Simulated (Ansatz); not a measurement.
## Chalcopyrite alloy of ZnGeP2 and ZnGeAs2 (12 of 32 P sites exchanged), 64 atoms

Ansatz, PAW, plane waves. PBEsol relaxation of cell lengths and atoms (angles held) at the single k point (¼, ¼, ¼) without its symmetry partners; single points on the relaxed atoms at the Γ point alone, onto which points of the small cell's zone fold. Arrangement: quasirandom. No spin–orbit coupling unless named.

Relaxed structure:

```
Zn Ge As P
1.0
    11.01582   -0.00049   -0.00012
    -0.00049   11.01891   -0.00012
    -0.00012   -0.00012   10.88457
Zn Ge As P
16 16 12 20
Direct
  0.98863 0.99988 0.00291
  0.99407 0.50522 0.99607
  0.50031 0.99888 0.01159
  0.49580 0.50408 0.00778
  0.00070 0.24764 0.26239
  0.99447 0.75270 0.25470
  0.50118 0.24852 0.25016
  0.50191 0.74816 0.25235
  0.24957 0.99933 0.74857
  0.26107 0.49942 0.74872
  0.75345 0.00353 0.74310
  0.74939 0.50848 0.74936
  0.25538 0.25349 0.49456
  0.24823 0.74731 0.48792
  0.74397 0.24471 0.49176
  0.74825 0.74962 0.49986
  0.99809 0.99547 0.49727
  0.00034 0.49910 0.49492
  0.50408 0.00150 0.49655
  0.50189 0.49990 0.49942
  0.25292 0.99656 0.25280
  0.25347 0.49663 0.25248
  0.74934 0.99878 0.24997
  0.74704 0.50273 0.25279
  0.25366 0.25443 0.00388
  0.25629 0.75112 0.00123
  0.74941 0.24528 0.00050
  0.75161 0.74878 0.00352
  0.99681 0.24880 0.75243
  0.99550 0.75175 0.74962
  0.50276 0.25047 0.74334
  0.50118 0.74569 0.74962
  0.12428 0.12400 0.12706
  0.12518 0.62541 0.12684
  0.12468 0.12593 0.62147
  0.12601 0.62478 0.62429
  0.87630 0.37365 0.12864
  0.12593 0.37900 0.87464
  0.12291 0.87752 0.87832
  0.62398 0.37789 0.87647
  0.62602 0.87718 0.87545
  0.37389 0.87176 0.61987
  0.86898 0.37358 0.62124
  0.37766 0.12394 0.87537
  0.62701 0.12392 0.12737
  0.62636 0.62579 0.12663
  0.62471 0.12480 0.62103
  0.62308 0.62505 0.62306
  0.37653 0.37446 0.12915
  0.37653 0.87235 0.13008
  0.87148 0.87361 0.12812
  0.37724 0.12238 0.37369
  0.37716 0.62084 0.37400
  0.87301 0.11887 0.37559
  0.87290 0.62380 0.37606
  0.12715 0.37610 0.37503
  0.12341 0.87488 0.37231
  0.62297 0.37683 0.37316
  0.62587 0.87574 0.37387
  0.37904 0.37432 0.62095
  0.87385 0.87369 0.62208
  0.37745 0.62574 0.87637
  0.87203 0.12413 0.87419
  0.87227 0.62886 0.87406
```

Task: What are the mean bond lengths by pair (pairs within 1.2 times the sum of covalent radii, less contacts 15 % beyond the pair's median; cation–cation pairs of compounds aside; long ionic contacts are cut short by that bound)?

Result: As–Ge 2.423 ± 0.005 Å (standard deviation, 24 bonds); As–Zn 2.425 ± 0.014 Å (standard deviation, 24 bonds); Ge–P 2.345 ± 0.005 Å (standard deviation, 40 bonds); P–Zn 2.351 ± 0.012 Å (standard deviation, 40 bonds).

Task: What gap lies between the top filled and the lowest empty level in the single points?

Result: HSE06 1.76 eV (25 s on NVIDIA GB200); r²SCAN 1.23 eV (3.9 s on NVIDIA GB200).
